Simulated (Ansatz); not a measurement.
C:
```
C
1.0
    0.00000     1.77843     1.77843
    1.77843     0.00000     1.77843
    1.77843     1.77843     0.00000
C
2
Direct
  0.75000   0.75000   0.75000
  0.50000   0.50000   0.50000
```

Relaxed with PBE+D3(BJ). Special points in fractions of this cell's reciprocal vectors: Γ (0.000, 0.000, 0.000); X (0.500, 0.000, 0.500); U (0.625, 0.250, 0.625); K (0.375, 0.375, 0.750); L (0.500, 0.500, 0.500); W (0.500, 0.250, 0.750).

Q: List the band energies nearest the valence-band maximum at these points for PBE+D3(BJ) (plane waves, PAW; program Ansatz).

A: In eV from the valence-band maximum; about four levels below and three above (degenerate sets whole), none deeper than 8.9 eV; … stands for higher levels left out; points with the same levels are listed once.

```csv
k,below,above
Γ,0.00 0.00 0.00,…
X,-6.36 -6.36,4.78 4.78 …
U,-5.41,5.71 10.80 …
L,-2.83 -2.83,8.50 8.50 …
W,-8.40 -8.40,10.66 10.66 …
```

Space group Fd-3m (diamond). The cell was relaxed with PBE+D3(BJ) under the symmetry of its start.

Potentials: the later of the program's two PAW sets.
